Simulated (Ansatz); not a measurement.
Task: Os (hcp (Mg type), space group No. 194) is relaxed with DFT-PBEsol in the program Ansatz with PAW potentials. What lattice parameters of the conventional cell result?

Result: a = 2.728 Å, c = 4.309 Å.

Space group P6_3/mmc (hcp (Mg type)). The PBEsol relaxation kept the symmetry of its start. No spin polarisation was allowed. Axis ratios of metals converge slowly with the k-mesh, so a and c are less sure than the volume. Spin–orbit coupling is left out wherever it is not named.

Potentials: the later of the program's two PAW sets.
